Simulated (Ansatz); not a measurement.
MgSn2N2: a run of Ansatz with trial settings.

```yaml
crystal:
  lattice:
    - [3.360549, 0.0, 0.0]
    - [0.0, 3.360549, 0.0]
    - [0.0, 0.0, 8.188394]
  atoms:
    - { symbol: Mg, position: [0.5, 0.5, 0.0] }
    - { symbol: Sn, position: [0.0, 0.0, 0.692137] }
    - { symbol: Sn, position: [0.0, 0.0, 0.307863] }
    - { symbol: "N", position: [0.0, 0.5, 0.152698] }
    - { symbol: "N", position: [0.5, 0.0, 0.847302] }
basis:
  ecutwfc: 420
kpoints:
  mp_grid: { grid: [4, 4, 2] }
hamiltonian:
  xc: pbe
scf:
  occupations: { method: cold }
output:
  forces: true
  stress: true
  eigenvalues: true
```

Command:

```bash
ansatz run input.yaml --threads 1 --pin off --max-ram 1331MiB --backend cpu --events-out ev --progress --plain --runs-dir out
```

From the log (HF is the Harris–Foulkes energy, dr2 the density residual in eV):

```text
Pseudopotential: Mg, paw, valence charge 10, recommended cutoff 420 eV (normal)
Pseudopotential: Sn, paw, valence charge 14, recommended cutoff 420 eV (normal)
Pseudopotential: N, paw, valence charge 5, recommended cutoff 420 eV (normal)
Crystal: 5 atoms, lattice volume = 92.474 Å³
Basis set: ecut = 420 eV, 1811 PW (Γ), exchange–correlation on 48×48×120 points (8 copies of the dense FFT grid, shifted against one another)
Bands: 29, of which v1, the nominal top of the filled ones, is band 24 counted from 1 (23 counted from 0)
Symmetry: 8 space group operations
Space group: P-4m2 (ITA 115), of the structure as read, at distance tolerance 4.5e-5 Å
k-points: 12 of 32
Initial density: superposition of atomic densities, corrected by the library's trained network
SCF iter   1: HF=-14740.397269 eV  Δρ=5.38e-3  dr2=1.63e-2
SCF iter   2: HF=-14740.393738 eV  S|Δr|=    0.00e0  Δρ=1.41e-3  dr2=2.22e-3
SCF iter   3: HF=-14740.393393 eV  S|Δr|=    0.00e0  Δρ=7.16e-4  dr2=5.36e-4
SCF iter   4: HF=-14740.393218 eV  S|Δr|=    0.00e0  Δρ=1.65e-4  dr2=2.45e-5
SCF iter   5: HF=-14740.393253 eV  S|Δr|=    0.00e0  Δρ=5.35e-5  dr2=2.47e-6
SCF iter   6: HF=-14740.393253 eV  S|Δr|=    0.00e0  Δρ=1.50e-5  dr2=2.57e-7
SCF iter   7: F=-14740.393253 eV  HF=-14740.393253 eV  S|Δr|=    0.00e0  Δρ=2.68e-6  dr2=7.83e-9
SCF 1 converged in 7 iterations: F = -14740.393253 eV  dr2 = 7.83e-9
SCF converged after 7 iterations
Stability not checked: this state was not tested for a lower state beside it, because cold or Methfessel-Paxton smearing, or corrected tetrahedra, fill the levels in a way that the test cannot read (fill_not_monotonic; see scf.lower_state_search)
Free energy (F): -14740.393253 eV
E sigma→0 (E₀):  -14740.394237 eV
Entropy (-TS):   0.002952 eV (0.590 meV/atom)
Fermi energy:    8.348526 eV
--- Forces (eV/Å), atoms counted from 1 ---
  atom   1  Mg     0.00000000     0.00000000     0.00000000
  atom   2  Sn     0.00000000     0.00000000    -0.15666592
  atom   3  Sn     0.00000000     0.00000000     0.15666592
  atom   4  N      0.00000000     0.00000000    -0.20656356
  atom   5  N     -0.00000000     0.00000000     0.20656356
--- Stress (GPa, compression-positive) ---
       -0.017741       0.000000       0.000000
        0.000000      -0.017741       0.000000
        0.000000       0.000000       0.687009
  P = ⅓ Tr σ = 0.2172 GPa (2.172 kbar)
```

The inputs are trials, many of them unsound on purpose. Their numbers show the effect of the settings and aren't properties of the material.